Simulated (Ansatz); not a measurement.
Pt (omega (AlB2-type)): energy against volume

All numbers below come from DFT, m-r2SCAN, plane waves (500 eV) with PAW, scalar-relativistic in Ansatz 0.2.0. The PAW files were generated under PBE, with cores re-solved for the functional.

The cell is scaled uniformly from the relaxed one, with fractional coordinates and shape fixed. Energies are extrapolated to zero smearing, pressures are those at the given smearing. Magnetic state: non-magnetic.

A Birch-Murnaghan fit gives V₀ = 15.66 Å³/atom, B₀ = 256 GPa, B₀′ = 5.4.

(1) What are the energy above the minimum and the pressure at 14.415 Å³/atom?

(2) What are the energy above the minimum and the pressure at 15.042 Å³/atom?

(3) What are the energy above the minimum and the pressure at 17.549 Å³/atom?

Answers

(1) 94.5 meV/atom and 26.68 GPa as computed.

(2) 21.2 meV/atom and 11.62 GPa as computed.

(3) 142.4 meV/atom and -21.23 GPa as computed.

m-r²SCAN is r²SCAN on the gauge-invariant kinetic-energy density; without spin polarisation the two are equal.
